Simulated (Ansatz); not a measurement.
InAs:
```cif
data_As2In2
_chemical_formula_sum 'In2 As2'
_space_group_name_H-M_alt 'P63mc'
_space_group_IT_number 186
_space_group_name_Hall 'P 6c -2c'
_cell_length_a 4.31044
_cell_length_b 4.31044
_cell_length_c 7.08282
_cell_angle_alpha 90.000
_cell_angle_beta 90.000
_cell_angle_gamma 120.000
loop_
_atom_site_label
_atom_site_type_symbol
_atom_site_symmetry_multiplicity
_atom_site_Wyckoff_symbol
_atom_site_fract_x
_atom_site_fract_y
_atom_site_fract_z
_atom_site_occupancy
In1 In 2 b 0.33333 0.66667 0.00055 1
As1 As 2 b 0.33333 0.66667 0.37495 1
```

Relaxed with r²SCAN.

**Question.** Tabulate the valence density and the electron localisation function along the shortest In–As contact (2.64 Å), r²SCAN (plane waves, PAW; program Ansatz).

**Answer.** 

```
distance from In (Å)  density (e/Å³)   ELF
--------------------  --------------  ----
0.26                            9.87  0.00
0.40                            7.03  0.02
0.53                            4.45  0.08
0.66                            2.51  0.17
0.79                            1.30  0.22
0.93                            0.71  0.22
1.06                            0.48  0.22
1.19                            0.41  0.34
1.32                            0.41  0.58
1.45                            0.45  0.74
1.59                            0.54  0.77
1.72                            0.69  0.74
1.85                            1.06  0.68
1.98                            2.15  0.58
2.11                            5.09  0.40
2.25                           11.23  0.23
2.38                           20.56  0.15
```

The density is the valence pseudo-density with augmentation charge, so density and ELF within about 1 Å of a nucleus are not all-electron values.

Space group P6_3mc (wurtzite). The first step of the workflow began from a Materials Project structure, measured or hypothetical; the Crystallography Open Database copy checked does not list it. It is not the phase usual at ambient conditions (space group No. 216). Symmetry was held in the r²SCAN relaxation; whether a distortion lowers the energy is not shown.

Potentials: the later of the program's two PAW sets.
